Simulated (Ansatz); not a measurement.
According to DFT-LDA in the program Ansatz with PAW potentials, S in the α-S8 structure (Fddd) relaxes to a = 9.967 Å, b = 12.258 Å, c = 23.551 Å. S on 32h has 2 nearest neighbours from 2.05 Å (bent); S on 32h has 2 nearest neighbours from 2.05 Å (bent); S on 32h has 2 nearest neighbours from 2.05 Å (bent); S on 32h has 2 nearest neighbours from 2.05 Å (bent).

The Kohn–Sham gap is 1.60 eV (indirect).

The cell was relaxed with LDA under the symmetry of its start. A crystal of weakly bound molecules computed without a dispersion correction: the cell and the soft elastic constants depend strongly on that.

Potentials: the earlier of the program's two PAW sets.
